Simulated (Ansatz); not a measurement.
FeS2:
```yaml
crystal:
  lattice:
    - [4.33451, 0.00000, 0.00000]
    - [0.00000, 5.29429, 0.00000]
    - [0.00000, 0.00000, 3.31984]
  atoms:
    - { symbol: Fe, position: [0.50000, 0.50000, 0.50000] }
    - { symbol: Fe, position: [0.00000, 0.00000, 0.00000] }
    - { symbol: S, position: [0.29219, 0.87391, 0.50000] }
    - { symbol: S, position: [0.70781, 0.12609, 0.50000] }
    - { symbol: S, position: [0.79219, 0.62609, 0.00000] }
    - { symbol: S, position: [0.20781, 0.37391, 0.00000] }
```

x, y and z are the axes in which the lattice vectors are written.

Question: Give the high-frequency dielectric tensor and the Born effective charge tensors of the independent atoms from DFPT, the program Ansatz at the LDA level (PAW).

Answer: 
ε∞:
```
21.4  0.00  0.00
0.00  20.1  0.00
0.00  0.00  18.7
```
Z* of atom 1 (Fe), rows: field, columns: displacement, in e:
```
-5.08   0.72   0.00
 0.71  -5.73   0.00
 0.00   0.00  -4.24
```
Z* of atom 3 (S), rows: field, columns: displacement, in e:
```
2.54  0.22  0.00
0.28  2.86  0.00
0.00  0.00  2.12
```

Space group Pnnm. The LDA relaxation kept the symmetry of its start. No spin polarisation was allowed.

Potentials: the later of the program's two PAW sets.
